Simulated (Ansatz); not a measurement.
# Ta (Fm-3m), symmetry broken, then relaxed

These are results of Ansatz 0.2.0, DFT PBEsol, scalar-relativistic, plane waves, PAW, not measurements. Settings: plane waves to 420 eV, k-mesh 12×12×8 (Γ-centred), Gaussian smearing 0.15 eV. Spin–orbit coupling is left out, which can shift energies with elements as heavy as these. No spin polarisation. Energies are free energies at this smearing, counted from the undisturbed cell; pressure is positive in compression.

The starting cell (relaxed at this level):

```
CELL_PARAMETERS angstrom
0.00000 -2.08780 -2.08780
0.00000 2.08780 -2.08780
4.17559 0.00000 0.00000
ATOMIC_POSITIONS crystal
Ta 0.50000 0.50000 0.50000
Ta 0.00000 0.00000 0.00000
```

The atoms are displaced (Å, in the unstrained cell):

```
atom ux uy uz
 Ta1   0.062  -0.044  -0.008
 Ta2  -0.062   0.044   0.008
```

Cell and atoms are then relaxed.

Problem. Does the relaxation return to the undisturbed structure?

Solution. No. It ends 266.4 meV/atom below it. The disturbance itself cost 39.0 meV/atom. The final space group reads Im-3m (tolerance 0.05 Å) and the volume changes by -3.12 %.

Final structure:

```yaml
crystal:
  lattice:
    - [-0.00024, -2.31709, -1.64027]
    - [0.00022, 2.31708, -1.64025]
    - [4.63953, 0.00046, 0.00002]
  atoms:
    - { symbol: Ta, position: [0.50000, 0.50002, 0.50000] }
    - { symbol: Ta, position: [0.00000, 0.99998, 0.00000] }
```

The relaxation, step by step (energy from the first step; small jumps at an unchanged geometry come where the plane waves are selected anew for the new cell):

```csv
step,ΔE (meV/atom),largest force component (eV/Å),pressure (GPa)
1,0.0,1.052,1.46
2,98.8,2.373,8.43
3,-36.2,0.058,-2.61
4,-44.8,0.002,1.62
5,-75.8,0.117,5.70
6,-113.1,0.268,10.21
7,-179.6,0.175,0.44
8,-247.1,0.244,-1.24
9,-294.9,0.139,-0.67
10,-299.0,0.003,1.88
11,-303.6,0.001,-0.55
12,-303.7,0.001,-0.02
13,-305.4,0.001,0.02
```

Cost: 3 runs of about 4.1 core-minutes in all, on Arm Neoverse V2 (shared hosts).